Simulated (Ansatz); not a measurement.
Input and command of a plane-wave DFT calculation in Ansatz:

```yaml
crystal:
  lattice:
    - [3.7670009976, 0.0, 0.0]
    - [-1.8835004988, 3.26231856, 0.0]
    - [0.0, 0.0, 6.154]
  atoms:
    - { symbol: Na, position: [0.2802407007, 0.6666666667, 0.25] }
    - { symbol: Na, position: [0.6666666667, 0.3333333333, 0.75] }
basis:
  ecutwfc: 420
kpoints:
  mp_grid: { grid: [12, 12, 8] }
hamiltonian:
  xc: pbesol
scf:
  occupations: { method: gaussian, width: 0.15 }
output:
  forces: true
  stress: true
  eigenvalues: true
```

```bash
ansatz run input.yaml --threads 1 --pin off --max-ram 2560MiB --backend cpu --events-out ev --progress --plain --runs-dir out
```

Processor: Arm Neoverse N1, 1 thread, on a host shared with other jobs.

Question: Estimate time, memory and problem size.

Answer: About 25 s on 1 thread of Arm Neoverse N1, with other jobs on the host, peak memory 0.54 GiB. It solves 13 bands at 370 k points (the mesh reduced by symmetry) with about 1473 plane waves, in 6 SCF iterations.
